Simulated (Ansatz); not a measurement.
**Si2SbPt2, a known structure type with other elements, at an estimated volume**

```yaml
crystal:
  lattice:
    - [4.22290, 0.00000, 0.00000]
    - [0.00000, 4.22290, 0.00000]
    - [0.00000, 0.00000, 9.90660]
  atoms:
    - { symbol: Pt, position: [0.00000, 0.00000, 0.00000] }
    - { symbol: Pt, position: [0.50000, 0.50000, 0.00000] }
    - { symbol: Si, position: [0.00000, 0.00000, 0.50000] }
    - { symbol: Si, position: [0.50000, 0.50000, 0.50000] }
    - { symbol: Pt, position: [0.00000, 0.50000, 0.37600] }
    - { symbol: Pt, position: [0.50000, 0.00000, 0.62400] }
    - { symbol: Si, position: [0.00000, 0.50000, 0.13100] }
    - { symbol: Si, position: [0.50000, 0.00000, 0.86900] }
    - { symbol: Sb, position: [0.00000, 0.50000, 0.74400] }
    - { symbol: Sb, position: [0.50000, 0.00000, 0.25600] }
```

Method: r2SCAN, no spin polarisation; PAW, plane waves to 500 eV, 6×6×3 Γ-centred mesh, cold occupations (width 0.1038 eV) (Ansatz 0.2.0), atoms fixed.

Forces: The largest is on Sb10 (and as large on other atoms): 0.64 eV/Å, components (0.00, 0.00, -0.64). It makes 139° with the line to a nearest neighbour, Si3 at 3.21 Å, pointing away from it.
Formation energy: -0.18 eV an atom against the elements' usual phases (free molecules for gases, crystals otherwise, with no correction for O₂ or N₂), so it is bound against them; other compounds may still compete. Relaxing would lower it.
Electronic structure: It is a metal, with about 5.7 states/eV a cell as the mean within 0.25 eV of the Fermi level, mostly Si p (28 %), Pt d (27 %) and Sb p (20 %).
Stress: The pressure is -0.7 GPa (compression positive), so with the atoms held at these fractions the cell would first shrink. The principal stresses -1.9, -1.9, 1.8 GPa differ, so its shape would change too.
Charges: Bader charges in e: Si +1.03 to +1.20, Sb +0.61, Pt -1.79 to -1.04. In the mean Si gives up most and Pt takes most.

Origin: a known structure type with other elements, at an estimated volume, so it need not be a known compound.
